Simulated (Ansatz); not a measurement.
Two states of Ti₂Cr₃

```xyz
5
Lattice="6.9196 0.0000 0.0000 0.0000 5.7399 0.0000 0.0000 0.0000 4.6659" Properties=species:S:1:pos:R:3 pbc="T T T"
Cr    3.4598    0.0000    0.0000
Ti    3.4598    2.8700    2.3329
Cr    0.0000    0.0000    2.3329
Ti    3.4598    0.0000    2.3329
Cr    0.0000    0.0000    0.0000
```

The numbers come from plane-wave PAW DFT (Ansatz): r2SCAN, with U_eff = 1.98 eV on Cr d, U_eff = 2.2 eV on Ti d (all-electron-ortho-atomic projectors), 500 eV, 3×4×4 Γ-centred k points, gaussian occupations (width 0.1821 eV). Nothing was relaxed.

State A: Cr1 along (1.00, 0.00, 0.00), Ti2 along (-1.00, 0.00, 0.00), Cr3 along (-1.00, 0.00, 0.00), Ti4 along (-1.00, 0.00, 0.00), Cr5 along (1.00, 0.00, 0.00) (spinors with spin-orbit coupling). State B: Cr1 along (0.00, 0.00, 1.00), Ti2 along (0.00, 0.00, -1.00), Cr3 along (0.00, 0.00, -1.00), Ti4 along (0.00, 0.00, -1.00), Cr5 along (0.00, 0.00, 1.00) (spinors with spin-orbit coupling).

**Question.** Which state is lower, and how do they differ?

**Answer.** State B is lower by 4.6 meV an atom at zero smearing; in free energy at this smearing B lies -6.6 meV an atom from A. So small a gap isn't resolved on this mesh where a state is a metal.

```tsv
state	free energy (meV/atom)	largest moment in a small sphere (μB)	net moment (μB/cell)	gap on mesh (eV)	pressure (GPa)	largest force (eV/Å)
A	6.6	3.66	0.13	metal	0.5	0.00
B	0.0	3.67	0.67	metal	0.4	0.00
```

Origin: a known structure type with other elements, at an estimated volume, so it need not be a known compound. Caveats: the k mesh is coarse if the cell is a metal; wide smearing.
